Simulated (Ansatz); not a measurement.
**EuMg (CsCl-type structure)**

The computed numbers are results of PBEsol, scalar-relativistic (collinear spin) in the plane-wave PAW code Ansatz at 420 eV, Γ-centred 8×8×8 mesh, 0.05 eV Gaussian smearing. The datasets are Ansatz's generated set soft_2.

```cif
data_structure
_symmetry_space_group_name_H-M 'Pm-3m'
_symmetry_Int_Tables_number 221
_cell_length_a 3.9341
_cell_length_b 3.9341
_cell_length_c 3.9341
_cell_angle_alpha 90.000
_cell_angle_beta 90.000
_cell_angle_gamma 90.000
_cell_volume 60.89
loop_
_atom_site_label
_atom_site_type_symbol
_atom_site_symmetry_multiplicity
_atom_site_Wyckoff_symbol
_atom_site_fract_x
_atom_site_fract_y
_atom_site_fract_z
_atom_site_occupancy
Eu1 Eu 1 a 0.00000 0.00000 0.00000 1
Mg1 Mg 1 b 0.50000 0.50000 0.50000 1
```

This is a trial structure made by placing the elements on a prototype's sites, so it needn't be the stable form.

Magnetic state: ferromagnetic, site spin moments Eu 6.87; Mg 0.06 μB.

The cell above was scaled in volume, its shape and atoms being fixed by the lattice's symmetry. Energies are counted from the cell above.

The cell is relaxed to zero pressure at this level.

```csv
V (Å³/atom),ΔE (meV/atom),P from the stress (GPa)
29.227,4.10,1.12
29.836,1.01,0.53
30.445,0.00,0.00
31.054,0.91,-0.49
31.663,3.59,-0.93
```

Problem. Do the energies and the pressures agree? Compare −ΔE/ΔV between neighbouring points (1 meV/Å³ = 0.1602 GPa) with the mean of their pressures.

Solution. 
| interval (Å³/atom) | −ΔE/ΔV (GPa) | mean P (GPa) |
| --- | --- | --- |
| 29.23 to 29.84 | 0.8 | 0.8 |
| 29.84 to 30.45 | 0.3 | 0.3 |
| 30.45 to 31.05 | -0.2 | -0.2 |
| 31.05 to 31.66 | -0.7 | -0.7 |
They differ by 0.01 GPa at most.

Problem. What do the two routes give for V0, B0 and B0′?

Solution. A third-order Birch–Murnaghan fit of the energies: V0 = 30.45 Å³/atom, B0 = 25 GPa, B0′ = 3.2. A polynomial of P in ln V, with B = −dP/d ln V at P = 0: V0 = 30.44 Å³/atom, B0 = 25 GPa, B0′ = 3.9. B0′ isn't converged to its last digit.

B0·V0 = 25.2 GPa × 30.45 Å³ = 4.80 eV/atom sets the scale: near the minimum ΔE ≈ ½ B0 V0 x², with x = V/V0 − 1, and a pressure of 0.25 GPa squeezes the volume by about 1 %. At the ends of the curve: x = −4.0 % predicts 3.9 meV/atom and the run gives 4.1; x = +4.0 % predicts 3.8 meV/atom and the run gives 3.6. Compression costs more and expansion less than the parabola says, since the crystal stiffens as it shrinks; B0′ measures that.

Without a U the 4f levels of Eu lie too near the Fermi level, so their share of the states there, and what hangs on it, is overstated. For elements this heavy, spin–orbit coupling would shift levels and gaps; it isn't included here. Site moments are of spin, integrated over atomic spheres. No antiparallel order was tried. The run is a metal.
